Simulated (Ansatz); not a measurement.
# ZrTi₃Ge₈: rattling a relaxed structure

It was reached by relaxing an invented guess, and it needn't be the stable form of this composition.

These are results of DFT PBE, scalar-relativistic, plane waves, PAW (Ansatz 0.2.0), not measurements. Settings: cutoff 420 eV, Γ-centred mesh 8×8×4 on the computed 12-atom cell, Gaussian smearing of 0.10 eV; no spin polarisation.

The cell below (12 atoms, space group C222 (No. 21)) is relaxed within its symmetry.

```
Zr Ti Ge
1.0
     2.56557   -4.38627    0.00000
     2.56557    4.38627    0.00000
     0.00000    0.00000    8.93123
Zr Ti Ge
1 3 8
Direct
  0.50000 0.50000 0.00000
  0.00000 0.50000 0.74895
  0.50000 0.00000 0.25105
  0.00000 0.00000 0.50000
  0.16329 0.32938 0.25575
  0.67062 0.83671 0.74425
  0.33057 0.66943 0.50000
  0.83377 0.16623 0.00000
  0.66943 0.33057 0.50000
  0.16623 0.83377 0.00000
  0.83671 0.67062 0.25575
  0.32938 0.16329 0.74425
```

For the test it was strained at random (σ = 1.5 % a component), the atoms were moved at random (σ = 0.15 Å), and all was relaxed again on a coarse 6×6×4 mesh (in the run’s order of axes) with 0.20 eV smearing, with no symmetry imposed.

Question: Is the structure stable against such a distortion?

Answer: It returns, within 1 meV/atom of the unmoved cell on that mesh and with the same symmetry when read at 0.1 Å. No instability shows in this cell; modes of other wave vectors, which need another repeat, aren't tested.
